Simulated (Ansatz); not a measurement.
Sc:
Space group P6₃/mmc (No. 194); a = b = 3.3195 Å, c = 5.1633 Å, α = β = 90.00°, γ = 120.00°

| atom | site | symmetry | x | y | z |
|---|---|---|---|---|---|
| Sc | 2c | -6m2 | 0.3333 | 0.6667 | 0.2500 |

Relaxed at zero pressure with PBE (plane waves, PAW; program Ansatz).

### Question
The volume is lowered by 9 % and shape and atoms relax at that volume. What pressure results, and how do the axes share the change?

### Answer
6.0 GPa; a -3.0 %, b -3.0 %, c -3.4 %; the energy rises by 39 meV/atom.

### Question
Give the new structure.

### Answer

Space group P6₃/mmc (No. 194); a = b = 3.2215 Å, c = 4.9888 Å, α = β = 90.00°, γ = 120.00°

```csv
atom,site,symmetry,x,y,z
Sc,2c,-6m2,0.3333,0.6667,0.2500
```

The phase is kept; no other phase was compared at this pressure.

Space group P6_3/mmc (hcp (Mg type)). The PBE relaxation kept the symmetry of its start. The workflow began spin-polarised and lost its moments. Axis ratios of metals converge slowly with the k-mesh, so a and c are less sure than the volume.

Potentials: the earlier of the program's two PAW sets.
